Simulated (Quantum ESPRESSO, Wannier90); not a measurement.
# SrTiO$_{3}$ (cubic perovskite), plane waves to Wannier functions

```xyz
5
Lattice="3.9127 0.0000 0.0000 0.0000 3.9127 0.0000 0.0000 0.0000 3.9127" Properties=species:S:1:pos:R:3 pbc="T T T"
Sr     0.0000     0.0000     0.0000
Ti     1.9564     1.9564     1.9564
O      1.9564     0.0000     1.9564
O      0.0000     1.9564     1.9564
O      1.9564     1.9564     0.0000
```

Materials Project entry mp-5229; symmetrised, unrelaxed at this level. COD (Crystallography Open Database) records the formula in this space group. Ideal cubic forms of this type are often high-temperature phases that distort on cooling; symmetry holds the cell here, and its stability was not tested. Computed values, not measurements, from PBEsol: Quantum ESPRESSO (norm-conserving PseudoDojo potentials, cutoff 68 Ry, no spin polarisation, no spin-orbit coupling) on a Γ-centred 8×8×8 mesh, then Wannier90. Density: 8×8×8 mesh, cold smearing 0.01 Ry.

A tight-binding model is made by disentanglement and projection with no localisation steps (num_iter = 0), so the 14 orbitals stay atom-like: hydrogen-like Ti: d; O: p, axes along x, y, z; frozen window up to 3.34 eV relative to the valence-band maximum. It follows pw.x to 0.4 meV rms for states up to 2.8 eV relative to the valence-band maximum. Matrix elements depend on this choice of orbitals and windows.

What are the on-site energies relative to the valence-band maximum, and how fast do the hoppings decay?


```
atom     orbitals  energy (eV)
----  -----------  -----------
Ti2    dz2 dx2-y2         4.08
Ti2   dxz dyz dxy         2.33
O3       pz px py        -1.51
O4       pz px py        -1.51
O5       pz px py        -1.52
```

```tsv
distance of the centres (Å)	largest modulus (eV)
1–2	2.5
2–3	0.44
3–4	0.14
4–5	0.034
5–6	0.067
6–7	0.0068
7–8	0.0072
8–9	0.0018
9–10	0.0018
10–11	0.00063
11–12	0.0015
12–13	0.00037
```
